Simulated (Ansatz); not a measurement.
Here is the system:

Sn:
```
Sn
1.0
   -2.90276     2.90276     1.55313
    2.90276    -2.90276     1.55313
    2.90276     2.90276    -1.55313
Sn
2
Direct
  0.75000   0.25000   0.50000
  0.00000   0.00000   0.00000
```

This is the LDA-relaxed structure. Tensor components refer to the Cartesian frame of this cell.

### Question
All from LDA in the plane-wave PAW code Ansatz, unless another level is named. Give the highest zone-centre frequency.

### Answer
133 cm⁻¹.

### Question
Give the bulk modulus (Birch–Murnaghan fit).

### Answer
60.0 GPa.

### Question
And the elastic constants (relaxed ions, GPa)?

### Answer
C11 = 83.4, C12 = 60.3, C13 = 33.7, C33 = 115, C44 = 24.7, C66 = 25.2.

Space group I4_1/amd (β-Sn type). Symmetry was held in the LDA relaxation. As this level gives no gap, shear constants depend on the k-mesh and smearing (Fermi–Dirac, 0.1 eV here). As this level gives no gap, phonon frequencies hold no LO–TO term and depend on the k-mesh and smearing (Fermi–Dirac, 0.1 eV here). On the denser mesh and wider smearing of the elastic run this cell carries a stress of 0.5 GPa. Spin–orbit coupling is left out wherever it is not named.

Potentials: the earlier of the program's two PAW sets. The files were generated under PBE; for other functionals the program regenerates the frozen cores, and for LDA and PBEsol the local potential too.
